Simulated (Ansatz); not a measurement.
RbP$_{2}$Ru$_{2}$:
```cif
data_P2RbRu2
_chemical_formula_sum 'Rb1 P2 Ru2'
_space_group_name_H-M_alt 'P 1'
_space_group_IT_number 1
_cell_length_a 7.19517
_cell_length_b 7.19517
_cell_length_c 7.19517
_cell_angle_alpha 147.475
_cell_angle_beta 147.475
_cell_angle_gamma 46.661
loop_
_space_group_symop_operation_xyz
  'x, y, z'
loop_
_atom_site_label
_atom_site_type_symbol
_atom_site_fract_x
_atom_site_fract_y
_atom_site_fract_z
_atom_site_occupancy
Rb1 Rb 0.00000 0.00000 0.00000 1
P1 P 0.33369 0.33369 0.00000 1
P2 P 0.66631 0.66631 0.00000 1
Ru1 Ru 0.75000 0.25000 0.50000 1
Ru2 Ru 0.25000 0.75000 0.50000 1
```

Relaxed with r²SCAN.

Task: Which orbitals make up the states near the Fermi level in plane-wave PAW r²SCAN (Ansatz code)?

Result: Within 0.5 eV of the Fermi level: Ru 4d 61 %, P 3p 28 %. Projections are on Löwdin-orthogonalised atomic valence shells; empty p or d shells of many metals are not among them.

Task: Tabulate the density of states.

Result: States/eV per cell of 5 atoms, in 0.25 eV bins, energy from the Fermi level.

| E (eV) | total | Ru 4d | P 3p | Ru 5s |
|---|---|---|---|---|
| -7.85 | 0.00 | 0.00 | 0.00 | 0.00 |
| -7.60 | 0.00 | 0.00 | 0.00 | 0.00 |
| -7.35 | 0.00 | 0.00 | 0.00 | 0.00 |
| -7.10 | 0.00 | 0.00 | 0.00 | 0.00 |
| -6.85 | 0.00 | 0.00 | 0.00 | 0.00 |
| -6.60 | 0.00 | 0.00 | 0.00 | 0.00 |
| -6.35 | 0.00 | 0.00 | 0.00 | 0.00 |
| -6.10 | 1.86 | 0.77 | 0.78 | 0.24 |
| -5.85 | 2.31 | 1.03 | 0.95 | 0.22 |
| -5.60 | 2.51 | 1.16 | 1.04 | 0.19 |
| -5.35 | 3.36 | 1.49 | 1.43 | 0.18 |
| -5.10 | 3.16 | 1.46 | 1.33 | 0.14 |
| -4.85 | 4.66 | 2.32 | 1.91 | 0.12 |
| -4.60 | 4.62 | 2.37 | 1.91 | 0.11 |
| -4.35 | 6.96 | 3.76 | 2.82 | 0.16 |
| -4.10 | 6.71 | 3.61 | 2.83 | 0.08 |
| -3.85 | 3.24 | 1.60 | 1.44 | 0.06 |
| -3.60 | 3.49 | 1.63 | 1.65 | 0.06 |
| -3.35 | 4.86 | 1.92 | 2.66 | 0.05 |
| -3.10 | 3.12 | 1.54 | 1.38 | 0.03 |
| -2.85 | 3.35 | 2.05 | 1.02 | 0.04 |
| -2.60 | 2.14 | 1.57 | 0.38 | 0.03 |
| -2.35 | 1.91 | 1.63 | 0.15 | 0.03 |
| -2.10 | 1.83 | 1.56 | 0.16 | 0.02 |
| -1.85 | 2.93 | 2.55 | 0.21 | 0.02 |
| -1.60 | 4.23 | 3.78 | 0.20 | 0.02 |
| -1.35 | 5.42 | 4.69 | 0.38 | 0.04 |
| -1.10 | 4.52 | 3.82 | 0.39 | 0.07 |
| -0.85 | 7.10 | 5.96 | 0.72 | 0.06 |
| -0.60 | 3.49 | 2.63 | 0.58 | 0.03 |
| -0.35 | 2.42 | 1.66 | 0.54 | 0.02 |
| -0.10 | 2.06 | 1.24 | 0.59 | 0.04 |
| 0.15 | 2.10 | 1.14 | 0.66 | 0.07 |
| 0.40 | 1.59 | 0.83 | 0.55 | 0.04 |
| 0.65 | 1.20 | 0.57 | 0.46 | 0.03 |
| 0.90 | 0.79 | 0.32 | 0.34 | 0.02 |
| 1.15 | 0.77 | 0.30 | 0.33 | 0.01 |
| 1.40 | 0.92 | 0.35 | 0.39 | 0.02 |
| 1.65 | 1.32 | 0.60 | 0.47 | 0.03 |
| 1.90 | 4.07 | 2.48 | 1.09 | 0.13 |
| 2.15 | 4.62 | 2.43 | 1.40 | 0.13 |
| 2.40 | 3.70 | 1.53 | 1.27 | 0.08 |
| 2.65 | 3.39 | 1.27 | 1.21 | 0.05 |
| 2.90 | 2.85 | 1.06 | 1.13 | 0.03 |
| 3.15 | 2.73 | 0.93 | 1.15 | 0.05 |
| 3.40 | 2.16 | 0.68 | 0.96 | 0.04 |
| 3.65 | 1.56 | 0.45 | 0.69 | 0.02 |
| 3.90 | 1.13 | 0.32 | 0.53 | 0.01 |
| 4.15 | 0.80 | 0.21 | 0.36 | 0.01 |
| 4.40 | 1.04 | 0.17 | 0.33 | 0.04 |
| 4.65 | 1.50 | 0.10 | 0.24 | 0.07 |

Space group I4/mmm. The workflow started from a Materials Project entry (that database holds measured and hypothetical structures alike); the Crystallography Open Database copy checked does not list it. Whether it is the stable phase at ambient conditions was not checked. Symmetry was held in the r²SCAN relaxation; whether a distortion lowers the energy is not shown. No spin polarisation was allowed. Scalar-relativistic: spin–orbit coupling is off unless named, which matters more the heavier the elements.

Potentials: the later of the program's two PAW sets.
